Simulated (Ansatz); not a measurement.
A geometry of MgF2 away from equilibrium: step 3 of the relaxation of a relaxed MgF2 cell with every coordinate shifted by Gaussian noise of σ = 0.3 Å. Method: PBEsol (plane waves to 420 eV, PAW, scalar-relativistic; Ansatz, a program for electronic structure). Γ-centred k-mesh 5×5×8 on the run's cell (coarser than for final values), Fermi–Dirac smearing 0.05 eV.

```xyz
6
Lattice="4.5919 -0.0317 -0.0393 -0.0317 4.6887 -0.0036 -0.0259 -0.0024 3.0735" Properties=species:S:1:pos:R:3:forces:R:3 pbc="T T T" free_energy=-7035.060 pressure_GPa=4.3
Mg     2.2568     2.2480     1.7886   -0.2821    2.3831   -1.0955
Mg     0.0404    -0.0053    -0.0525   -1.4774    1.1255    2.2761
F      3.5341     1.0150     1.5992    1.4423   -1.5468    0.0055
F      0.9322     3.9921     1.7191    1.1105   -0.9929   -1.8821
F      1.2220     1.6502     0.0475   -0.6294   -0.7198    1.3648
F      3.2111     3.3289     0.3704   -0.1640   -0.2486   -0.6685
```

Positions in Å, forces in eV/Å, free energy of the cell in eV (comparable only within this code, potentials and settings). Largest force: 2.94 eV/Å, on Mg2 (atoms numbered as listed); the geometry lies 0.14 eV/atom above the end of its relaxation.

No spin polarisation in the result.
